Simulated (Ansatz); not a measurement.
# BaTl₂: pressure against volume

BaTl₂, P6_3/mmc, a = 5.289 Å, c = 8.570 Å. The structure is a Materials Project entry; whether it is the stable form wasn't checked. Ansatz: r2SCAN, PAW, 500 eV, Γ-centred 9×9×4 mesh on 6 atoms, Gaussian smearing 0.10 eV; no spin polarisation. Shape and atoms are relaxed at each volume; pressure is positive in compression.

```tsv
V (Å³/atom)	P (GPa)
32.529	2.10
33.567	?
34.605	0.01
35.643	-0.80
36.681	-1.45
```

Q: Take V0 = 34.605 Å³/atom, count pressures from its P0 = 0.01 GPa, fit the third-order Birch–Murnaghan form to the other rows, and predict the missing pressure.

A: With the Eulerian strain f = ½[(V0/V)^(2/3) − 1] and y = (P − P0)/[3f(1 + 2f)^(5/2)], the form is the line y = B0 + 1.5 B0 (B0′ − 4) f. Rows (f, y): 0.02105, 29.85; -0.00976, 29.06; -0.01905, 28.15. Means f = -0.002587, y = 29.020; Σ(Δf)² = 0.0008812, ΣΔfΔy = 0.03365; the slope is their ratio. y = 29.12 + 38.19 f GPa, so B0 = 29.1 GPa and B0′ = 4 + 2 × (38.19)/(3 × 29.12) = 4.87. At V = 33.567, f = 0.01026, y = 29.512 and P = 0.97 GPa. The run gave 0.95 GPa, so the fit is 0.02 GPa too high, a small miss on the scale of the series.

Spin–orbit coupling is left out, which can shift energies with elements as heavy as these.